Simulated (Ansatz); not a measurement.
# MgInAu₄, a known structure type with other elements, at an estimated volume

```
Au Mg In
1.0
     0.00000    3.82094    3.82094
     3.82094    0.00000    3.82094
     3.82094    3.82094    0.00000
Au Mg In
4 1 1
Cartesian
  4.7762 4.7762 4.7762
  4.7762 2.8657 2.8657
  2.8657 2.8657 4.7762
  2.8657 4.7762 2.8657
  0.0000 0.0000 0.0000
  1.9105 1.9105 1.9105
```

The numbers come from plane-wave PAW DFT (Ansatz): LDA, no spin polarisation, 420 eV, 6×6×6 Γ-centred k points, cold occupations (width 0.0811 eV). Nothing was relaxed.

Task: What does the stress say?

Result: The pressure is 0.9 GPa (compression positive), so with the atoms held at these fractions the cell would first expand.

Task: Give the Bader charges.

Result: Bader charges in e: Mg +1.51, In +0.49, Au -0.50. In the mean Mg gives up most and Au takes most.

Task: What do density and ELF say about some of the short contacts?

Result: Au–Au at 2.70 Å: least valence density 0.41 e/Å³ and ELF 0.25 there. Au–Mg at 3.17 Å: least valence density 0.10 e/Å³ and ELF 0.14 there. Au–In at 3.17 Å: least valence density 0.17 e/Å³ and ELF 0.20 there. Both are smooth PAW fields, read partly inside the augmentation spheres.

Task: What is the formation energy?

Result: -0.20 eV an atom against the elements' usual phases (free molecules for gases, crystals otherwise, with no correction for O₂ or N₂), so it is bound against them; other compounds may still compete. Relaxing would lower it.

Task: Is there a gap?

Result: It is a metal, with about 3 states/eV a cell as the mean within 0.25 eV of the Fermi level, mostly In p (44 %) and Au d (31 %).

Origin: a known structure type with other elements, at an estimated volume, so it need not be a known compound.
